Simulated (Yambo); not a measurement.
Convergence of the G0W0 gap of Mg2Si

G0W0@LDA for Mg$_{2}$Si (space group Fm-3m, No. 225) in Yambo. Reference settings: 4×4×4 Γ-centred k mesh, bands 9 to 143 and a 10 Ry block in the screening, 143 bands in G with the Bruneval-Gonze terminator, plasmon pole fitted at 27.2 eV. The LDA gap Γ → X on this mesh is 0.12 eV; G0W0 gaps are taken between the same points.

```csv
change from the reference,G0W0 gap Γ → X (eV),shift of the valence edge (eV),rough Yambo cost
reference settings,0.71,-0.57,1
"77 bands in W, 77 bands in G",0.67,-0.47,within a factor of two
exchange cut at 20 Ry,0.75,-0.55,–
exchange cut at 5 Ry,0.81,-0.48,–
"31 bands in W, 31 bands in G, 8 Ry block",0.59,-0.11,about 1/5
"77 bands in W, 77 bands in G, 6 Ry block",0.65,-0.45,about 1/3
"110 bands in W, 110 bands in G, 4 Ry block",0.58,-0.39,about 1/3
"110 bands in W, 110 bands in G, 6 Ry block",0.67,-0.51,about 1/2
6 Ry block,0.68,-0.53,within a factor of two
"110 bands in W, 110 bands in G, 8 Ry block",0.69,-0.53,within a factor of two
2×2×2 mesh,0.93,-0.69,about 1/7
6×6×6 mesh,0.68,-0.56,about 7×
"110 bands in W, 110 bands in G, 4 Ry block, no terminator",0.57,-0.37,about 1/3
"110 bands in W, 110 bands in G, no terminator",0.67,-0.49,within a factor of two
no terminator,0.69,-0.54,within a factor of two
```

The reference isn't shown to be the converged limit. Costs are rough (shared machines), scaled to the same edge states, and given only for runs that recompute the screening.

Geometry relaxed with LDA; primitive cell a = b = c = 4.426 Å, α = β = γ = 60.00°.

A shift is the quasiparticle energy of the state minus its LDA energy.
